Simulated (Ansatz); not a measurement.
Ta2InC in space group P6_3/mmc (No. 194; Ta on 4f, In on 2d, C on 2a) at seven volumes, r²SCAN in the plane-wave PAW code Ansatz, shape and atoms relaxed at each. One row is withheld.

| V (Å³/atom) | P (GPa) |
|---|---|
| 14.128 | 21.91 |
| 14.594 | 13.42 |
| 15.059 | 6.18 |
| 15.525 | 0.00 |
| 15.991 | ? |
| 16.457 | -9.56 |
| 16.922 | -13.13 |

Task: Fit the shown pressures and predict the withheld one.

Result: Third-order Birch–Murnaghan: P = (3/2)B₀(x^(7/2) − x^(5/2))[1 + (3/4)(B′ − 4)(x − 1)] with x = (V₀/V)^(2/3). Least squares on the six rows gives V₀ = 15.528 Å³/atom, B₀ = 186.8 GPa, B′ = 4.60. At V = 15.991, x = 0.9806 and P = -5.13 GPa. The run itself gave -5.24 GPa.

The workflow started from a Materials Project entry (that database holds measured and hypothetical structures alike); the Crystallography Open Database copy checked does not list it. Whether it is the stable phase at ambient conditions was not checked. The r²SCAN relaxation kept the symmetry of its start; its stability against distortions is not shown here. The run is not spin-polarised. Scalar-relativistic: spin–orbit coupling is off unless named, which matters more the heavier the elements.

Potentials: the later of the program's two PAW sets.
